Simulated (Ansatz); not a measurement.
NiSb (NiAs type, P6_3/mmc) under volume change, the program Ansatz at the LDA level (PAW), shape and atoms relaxed at each volume.

```csv
V (Å³/atom),E − E(relaxed) (meV/atom),P (GPa)
14.906,70.6,16.74
15.397,29.6,10.21
15.889,[?],[?]
16.380,0.0,0.01
16.872,[?],[?]
17.363,23.2,-7.12
17.855,49.3,-9.83
```

Problem. Complete the blanks.

Solution. 
- 15.889, E − E(relaxed) (meV/atom): 7.0
- 15.889, P (GPa): 4.68
- 16.872, E − E(relaxed) (meV/atom): 6.1
- 16.872, P (GPa): -3.88

Problem. What does a third-order Birch–Murnaghan fit give for V₀, B₀ and B′?

Solution. V₀ = 16.38 Å³/atom, B₀ = 141 GPa, B′ = 4.8.

Symmetry was held in the LDA relaxation; of distortions, only those at the zone centre were tested. The run is not spin-polarised. Scalar-relativistic: spin–orbit coupling is off unless named, which matters more the heavier the elements.

Potentials: the later of the program's two PAW sets.
